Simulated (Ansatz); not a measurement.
**InO (P-6m2), stationary points along a deformation path**

Computed with DFT r2SCAN, scalar-relativistic, plane waves, PAW in Ansatz 0.2.0. Settings: plane waves to 500 eV, k-mesh 12×12×2 (Γ-centred), Gaussian smearing 0.05 eV. No spin polarisation. Energies are free energies at this smearing, counted from the undisturbed cell; pressure is positive in compression.

Zero of the scan (as given, not relaxed at this level; it stands at -1.7 GPa, and it needn't be the usual structure):

```yaml
crystal:
  lattice:
    - [3.45361, 0.00000, 0.00000]
    - [-1.72681, 2.99092, 0.00000]
    - [0.00000, 0.00000, 15.87710]
  atoms:
    - { symbol: In, position: [0.66667, 0.33333, 0.59002] }
    - { symbol: In, position: [0.66667, 0.33333, 0.40998] }
    - { symbol: O, position: [0.00000, 0.00000, 0.63987] }
    - { symbol: O, position: [0.00000, 0.00000, 0.36013] }
```

The cell holds layers and no dispersion correction was added, so their binding is poorly described.

At fixed volume and fractional coordinates, lengths along (0.000, 0.000, 1.000) are scaled against those across it; ρ is that ratio over its starting value. V = 41.001 Å³/atom. Δσ is the stress along the axis less the mean stress across it (compression positive).

```csv
ρ,ΔE (meV/atom),Δσ (GPa),space group
0.800,307.0,15.81,P-6m2
0.850,167.0,11.33,P-6m2
0.920,50.1,6.08,P-6m2
0.960,15.6,3.45,P-6m2
1.000,0.0,1.03,P-6m2
1.050,3.1,-1.76,P-6m2
1.100,27.4,-4.34,P-6m2
1.200,125.5,-8.77,P-6m2
1.300,265.3,-11.65,P-6m2
```

Problem. How does the stress give the slope of the energy, and where is the energy stationary?

Solution. Along the path d ln(length) is 2/3 d ln ρ on the axis and −1/3 d ln ρ across it, so dE/d ln ρ = −(2/3) V Δσ: the energy falls with ρ where Δσ is positive. Δσ vanishes or changes sign between ρ = 1.000 and 1.050, a minimum (near 1.02 by linear interpolation). Pairs of stationary points between two samples would go unseen, and could change a minimum read from distant neighbours into a maximum.

Problem. Integrate that slope from ρ = 1 to 0.850 by the trapezoid rule.

Solution. With V/N in Å³ and 1 eV/Å³ = 160.2 GPa the slopes at ρ = 1.000, 0.960, 0.920, 0.850 are -176, -589, -1037, -1933 meV/atom per unit of ln ρ. The steps add 15.6 + 34.6 + 117.5 = 167.8 meV/atom, against 167.0 from the energies; the trapezoid rule misses the curvature of the slope within each step.

Forces appear on the atoms along this scan, and letting them relax would lower the energy and soften the response. The gap closes along the scan, which can put kinks into the curve.

Cost: 9 runs of about 1.6 core-minutes in all, on AMD EPYC 9R45 (Zen 5) (shared hosts).